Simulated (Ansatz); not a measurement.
Theory: Ansatz 0.2.0, DFT PBE, scalar-relativistic, plane waves, PAW. Settings: cutoff 420 eV, Γ-centred meshes spaced at most about 0.3 Å⁻¹, and about 0.25 Å⁻¹ or finer for metals (2π included), Gaussian smearing. No spin polarisation in the final relaxations.

Temperature and zero-point effects are left out.

Two relaxed structures of SiSe₄:

A.

```
Si Se
1.0
     3.92517    0.00000    0.00000
     0.00000    3.92517    0.00000
     0.00000    0.00000   11.46891
Si Se
1 4
Direct
  0.00000 0.00000 0.00000
  0.50000 0.50000 0.40434
  0.50000 0.50000 0.59566
  0.00000 0.00000 0.18133
  0.00000 0.00000 0.81867
```

B.

```
Si Se
1.0
     3.74034   -4.31590    0.00000
     3.74034    4.31590    0.00000
     0.00000    0.00000    3.38277
Si Se
1 4
Direct
  0.00000 0.00000 0.00000
  0.76461 0.76461 0.50000
  0.23539 0.23539 0.50000
  0.72192 0.27808 0.00000
  0.27808 0.72192 0.00000
```

Question: Which is lower in energy, and by how much?

Answer: B is lower, by 127 meV/atom. A has space group P4/mmm (No. 123), 35.3 Å³/atom and no gap on its mesh; B has space group Cmmm (No. 65), 21.8 Å³/atom and no gap. Counting Se atoms around Si (those within 1.25 times the shortest such distance or 1.15 times the sum of covalent radii, 1.27 where that leaves under three), A has Si 2 and B has Si 6. A holds Se–Se pairs (shortest 2.19 Å); in B the shortest Se–Se distance is 3.23 Å. Even the lower one lies +0.22 eV/atom against the reference forms of the elements (uncorrected), so neither is stable at this level. In A, around Si lie 2 Se at 2.08 Å; around Se on its first site lies 1 Se at 2.19 Å; Se on its second site is surrounded by 1 Si at 2.08 Å. In B, Si has 6 Se at 2.40–2.44 Å; Se on a site of symmetry 2mm is surrounded by 2 Si at 2.44 Å; Se on a site of symmetry m2m is surrounded by 1 Si at 2.40 Å. Both come from invented guesses.

No dispersion correction is applied, so the spacing and binding between layers, chains or molecules are poorly described (P4/mmm, Cmmm), and this can change margins and order among such cells. A magnetic state wasn't ruled out in cells without spin, among them Cmmm. Cells relaxed within their symmetry can be saddle points.
